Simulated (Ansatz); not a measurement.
LuSi2Ni2:
```cif
data_LuNi2Si2
_chemical_formula_sum 'Si2 Ni2 Lu1'
_space_group_name_H-M_alt 'P 1'
_space_group_IT_number 1
_cell_length_a 5.46151
_cell_length_b 5.46151
_cell_length_c 5.46151
_cell_angle_alpha 138.316
_cell_angle_beta 138.316
_cell_angle_gamma 60.419
loop_
_space_group_symop_operation_xyz
  'x, y, z'
loop_
_atom_site_label
_atom_site_type_symbol
_atom_site_fract_x
_atom_site_fract_y
_atom_site_fract_z
_atom_site_occupancy
Si1 Si 0.37446 0.37446 0.00000 1
Si2 Si 0.62554 0.62554 0.00000 1
Ni1 Ni 0.75000 0.25000 0.50000 1
Ni2 Ni 0.25000 0.75000 0.50000 1
Lu1 Lu 0.00000 0.00000 0.00000 1
```

This is the r²SCAN-relaxed structure.

Problem. All from DFT-r²SCAN in the program Ansatz with PAW potentials, unless another level is named. Give the electronic character.

Solution. metallic (no gap).

Problem. Predict the density of states at the Fermi level.

Solution. 0.62 states/eV per atom (mean over ±0.08 eV).

Problem. And the formation energy from the elements (no fitted shifts)?

Solution. -850 meV/atom.

Space group I4/mmm. The workflow started from an entry of the Crystallography Open Database (COD). Whether it is the stable phase at ambient conditions was not checked. Symmetry was held in the r²SCAN relaxation; its stability against distortions is not shown here. The workflow began spin-polarised and lost its moments. The references are the lowest solids computed at this level, not always the standard phases. Scalar-relativistic: spin–orbit coupling is off unless named, which matters more the heavier the elements.

Potentials: the later of the program's two PAW sets.
